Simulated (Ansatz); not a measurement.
Geometry optimisation in Ansatz: input, command and trajectory.

```yaml
crystal:
  lattice:
    - [2.8507880184, 0.0, 0.0]
    - [-1.4253940092, 2.4688548448, 0.0]
    - [0.0, 0.0, 9.2726120711]
  atoms:
    - { symbol: Al, position: [0.0, 0.0, 0.0] }
    - { symbol: Al, position: [0.3333333333, 0.6666666667, 0.25] }
    - { symbol: Al, position: [0.0, 0.0, 0.5] }
    - { symbol: Al, position: [0.6666666667, 0.3333333333, 0.75] }
basis:
  ecutwfc: 420
kpoints:
  mp_grid: { grid: [18, 18, 5] }
hamiltonian:
  xc: pbesol
scf:
  occupations: { method: gaussian, width: 0.1 }
output:
  forces: true
  stress: true
  eigenvalues: true
  populations: true
relax:
  adjacent_minimum: "off"
  f_tol: 0.01
  max_steps: 45
  cell: { stress_tol: 0.05 }
```

```bash
ansatz run input.yaml --threads 4 --pin off --max-ram 12288MiB --backend cpu --events-out ev --progress --plain --runs-dir out
```

Method: DFT PBEsol, scalar-relativistic, plane waves, PAW in Ansatz.

Of 4 frames 4 are shown, positions in Å and forces in eV/Å; the SCF threshold varies from step to step. Steps run on the plane waves of an earlier cell, with a Pulay correction in the pressure. The basis is chosen afresh for the last frame, the zero of the energies, and can be on the way; energy and pressure step there, also at an unchanged geometry.

```xyz
4
Lattice="2.8508 0.0000 0.0000 -1.4254 2.4689 0.0000 0.0000 0.0000 9.2726" Properties=species:S:1:pos:R:3:forces:R:3 pbc="T T T" step=1 free_energy_over_end_meV_per_atom=0.12 pressure_GPa=-0.41
Al    0.0000    0.0000    0.0000    0.0000    0.0000    0.0000
Al    0.0000    1.6459    2.3182    0.0000    0.0000    0.0000
Al    0.0000    0.0000    4.6363    0.0000    0.0000    0.0000
Al    1.4254    0.8230    6.9545    0.0000    0.0000    0.0000
4
Lattice="2.8459 0.0000 0.0000 -1.4230 2.4646 0.0000 0.0000 0.0000 9.2460" Properties=species:S:1:pos:R:3:forces:R:3 pbc="T T T" step=2 free_energy_over_end_meV_per_atom=-0.03 pressure_GPa=0.10
Al    0.0000    0.0000    0.0000    0.0000    0.0000    0.0000
Al    0.0000    1.6431    2.3115    0.0000    0.0000    0.0000
Al    0.0000    0.0000    4.6230    0.0000    0.0000    0.0000
Al    1.4230    0.8215    6.9345    0.0000    0.0000    0.0000
4
Lattice="2.8473 0.0000 0.0000 -1.4237 2.4659 0.0000 0.0000 0.0000 9.2482" Properties=species:S:1:pos:R:3:forces:R:3 pbc="T T T" step=3 free_energy_over_end_meV_per_atom=-0.03 pressure_GPa=0.00
Al    0.0000    0.0000    0.0000    0.0000    0.0000    0.0000
Al    0.0000    1.6439    2.3120    0.0000    0.0000    0.0000
Al    0.0000    0.0000    4.6241    0.0000    0.0000    0.0000
Al    1.4237    0.8219    6.9361    0.0000    0.0000    0.0000
4
Lattice="2.8473 0.0000 0.0000 -1.4237 2.4659 0.0000 0.0000 0.0000 9.2482" Properties=species:S:1:pos:R:3:forces:R:3 pbc="T T T" step=4 free_energy_over_end_meV_per_atom=0.00 pressure_GPa=0.00
Al    0.0000    0.0000    0.0000    0.0000    0.0000    0.0000
Al    0.0000    1.6439    2.3120    0.0000    0.0000    0.0000
Al    0.0000    0.0000    4.6241    0.0000    0.0000    0.0000
Al    1.4237    0.8219    6.9361    0.0000    0.0000    0.0000
```

The run took 5.7 s on 4 threads of Arm Neoverse V1 (shared host), peak memory 0.39 GiB.